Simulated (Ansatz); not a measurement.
TiRh from its elements: all-electron against pseudopotential results

```
Ti Rh
1.0
     3.04458    0.00000    0.00000
     0.00000    3.04458    0.00000
     0.00000    0.00000    3.04458
Ti Rh
1 1
Direct
  0.50000 0.50000 0.50000
  0.00000 0.00000 0.00000
```

The cell comes from a relaxation on PAW files under the same functional, begun from a database entry that needn't be the ground state.

Level of theory: DFT with LDA, scalar-relativistic, in Ansatz 0.2.0; a Γ-centred 13×13×13 k mesh, Fermi–Dirac smearing of 0.05 eV, no spin polarisation. LAPW: all electrons, basis error target 0.5 meV/atom; PAW: frozen-core files, cutoff 420 eV; norm-conserving: pseudopotentials, cutoff 1197 eV.

The elements are taken as Rh fcc, Ti hcp, each relaxed on PAW files under the same functional and computed by the same method as the compound; zero-point and thermal terms are left out.

The PAW files were made under PBE. The norm-conserving files are those that the library serves for this functional.

Question: Give the formation energy by each method, with the residual pressure at this cell and the LAPW gap.

Answer: 

```tsv
method	ΔE(formation) (eV/atom)	P at this cell (GPa)	gap (eV)
LAPW	-0.734	0.01	0.00
PAW	-0.735	-0.01	–
norm-conserving	-0.739	0.18	–
```

Question: Give the LAPW value for one formula unit in kJ/mol.

Answer: -0.734 eV/atom × 2 atoms × 96.485 kJ/(mol·eV) = -141.6 kJ/mol, at zero temperature and without zero-point motion.
